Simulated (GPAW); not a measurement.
Equation of state of LiBe under PBE

It takes space group Pm-3m (No. 221, cubic). Conventional cell: a = 2.811 Å, b = 2.811 Å, c = 2.811 Å, α = 90.00°, β = 90.00°, γ = 90.00°. Around Be (site symmetry m-3m) lie 8 Li at 2.43 Å. Li (site symmetry m-3m) is surrounded by 8 Be at 2.43 Å.

The cell comes from a database or a generator and needn't be the stable form of this composition.

The cell was scaled at fixed shape and fractions and run with GPAW, GPAW PAW data sets (gpaw-data 1.2.1), cutoff 800 eV; PBE, k mesh 9 × 9 × 9 on the cell of 2 atoms, fermi-dirac occupations of 0.05 eV, no spin polarisation, no spin-orbit coupling. Energies are those that the program minimises, any entropy of the smearing included. For a metal such a mesh isn't converged to the digits shown.

```tsv
V (Å³/atom)	energy over the lowest row (meV/atom)
10.4412	12.838
10.6634	7.158
10.8855	?
11.1077	0.884
11.3298	0.000
11.5520	0.446
11.7741	2.107
```

Fit the third-order Birch-Murnaghan form, give V0, B0 and B′, and predict the energy left open.

With y = (V0/V)^(2/3), E = E0 + (9 V0 B0/16) [(y - 1)³ B′ + (y - 1)² (6 - 4y)]. Least squares through the rows shown give V0 = 11.3634 Å³/atom, E0 = -0.015 meV, B0 = 48.38 GPa (1 eV/Å³ = 160.218 GPa) and B′ = 3.59, with a largest miss of 0.001 meV. At V = 10.8855 the form with these constants gives 3.225 meV; the run gave 3.224 meV an atom.
